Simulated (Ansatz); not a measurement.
## Run times of several calculations on SiO2

Cell: 12 atoms, space group P4_12_12, a = 4.989 Å, b = 4.989 Å, c = 6.991 Å, α = 90.00°, β = 90.00°, γ = 90.00°.

All runs are DFT with Ansatz 0.2.0 on 1 thread of Intel Xeon Platinum 8375C CPU @ 2.90GHz (Ice Lake) (x86_64; 16 cores open to the job, memory cap 3.0 GiB, no GPU), a shared host.

(1) Rank the runs by wall time, shortest first.
A. single point, PBE, gradients read without the response of the cores, 420 eV, 4×4×3 k-points, smearing 0.02 eV
B. single point at relaxed positions, r2SCAN, gradients read without the response of the cores, 500 eV, 4×4×3 k-points, smearing 0.02 eV
C. relaxation of the ions, PBE, gradients read without the response of the cores, 420 eV, 4×4×3 k-points, smearing 0.02 eV

Results:

(1) A (7.4 s, 0.43 GiB), B (17 s, 0.76 GiB), C (28 s, 0.47 GiB).
